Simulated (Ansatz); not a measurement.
CdIn$_{2}$Te$_{4}$:
```yaml
crystal:
  lattice:
    - [-3.18068, 3.18068, 6.29058]
    - [3.18068, -3.18068, 6.29058]
    - [3.18068, 3.18068, -6.29058]
  atoms:
    - { symbol: Cd, position: [0.00000, 0.00000, 0.00000] }
    - { symbol: In, position: [0.50000, 0.50000, 0.00000] }
    - { symbol: In, position: [0.25000, 0.75000, 0.50000] }
    - { symbol: Te, position: [0.40885, 0.90397, 0.04057] }
    - { symbol: Te, position: [0.09603, 0.13661, 0.50488] }
    - { symbol: Te, position: [0.86339, 0.36828, 0.95943] }
    - { symbol: Te, position: [0.63172, 0.59115, 0.49512] }
```

Relaxed with r²SCAN.

Task: Map the electron localisation function on the plane through (0.250, 0.750, 0.500) spanned by u = [1, 1, 0] and v = [1, -1, 0] in lattice vectors, from plane-wave PAW r²SCAN (Ansatz code).

Result: x is the fraction of u, y of v (the angle between them is 90°; rows are the nearest grid lines); atoms in the plane: In at (0.00, 0.00), In at (0.50, 0.50), Te at (0.11, 0.73), Te at (0.61, 0.23), Te at (0.11, 0.27), Te at (0.61, 0.77).
```
y \ x   0.000  0.100  0.175  0.275  0.375  0.450  0.550  0.625  0.725  0.825  0.900   1.00
------  -----  -----  -----  -----  -----  -----  -----  -----  -----  -----  -----  -----
1.00    0.001  0.194  0.043  0.011  0.048  0.030  0.030  0.048  0.011  0.043  0.194  0.001
0.925   0.189  0.420  0.332  0.013  0.036  0.023  0.682  0.731  0.114  0.028  0.203  0.189
0.850   0.307  0.593  0.640  0.061  0.016  0.035  0.689  0.422  0.491  0.014  0.079  0.307
0.775   0.652  0.054  0.441  0.204  0.006  0.138  0.478  0.005  0.639  0.018  0.012  0.652
0.700   0.745  0.013  0.424  0.166  0.011  0.128  0.558  0.253  0.631  0.016  0.009  0.745
0.625   0.496  0.607  0.611  0.036  0.067  0.203  0.451  0.675  0.335  0.015  0.022  0.496
0.550   0.031  0.540  0.274  0.010  0.168  0.259  0.234  0.321  0.027  0.027  0.042  0.031
0.450   0.031  0.540  0.274  0.010  0.168  0.259  0.234  0.321  0.027  0.027  0.042  0.031
0.375   0.496  0.607  0.611  0.036  0.067  0.203  0.451  0.675  0.335  0.015  0.022  0.496
0.300   0.745  0.013  0.424  0.166  0.011  0.128  0.558  0.253  0.631  0.016  0.009  0.745
0.225   0.652  0.054  0.441  0.204  0.006  0.138  0.478  0.005  0.639  0.018  0.012  0.652
0.150   0.307  0.593  0.640  0.061  0.016  0.035  0.689  0.422  0.491  0.014  0.079  0.307
0.0750  0.189  0.420  0.332  0.013  0.036  0.023  0.682  0.731  0.114  0.028  0.203  0.189
0.000   0.001  0.194  0.043  0.011  0.048  0.030  0.030  0.048  0.011  0.043  0.194  0.001
```

The density is the valence pseudo-density with augmentation charge, so density and ELF within about 1 Å of a nucleus are not all-electron values.

Space group I-4. The workflow started from a Materials Project entry (that database holds measured and hypothetical structures alike); the Crystallography Open Database files this formula in space group No. 82, but the cells were not matched. Its standing as an ambient phase is unchecked. Symmetry was held in the r²SCAN relaxation; whether a distortion lowers the energy is not shown. Scalar-relativistic: spin–orbit coupling is off unless named, which matters more the heavier the elements.

Potentials: the later of the program's two PAW sets.
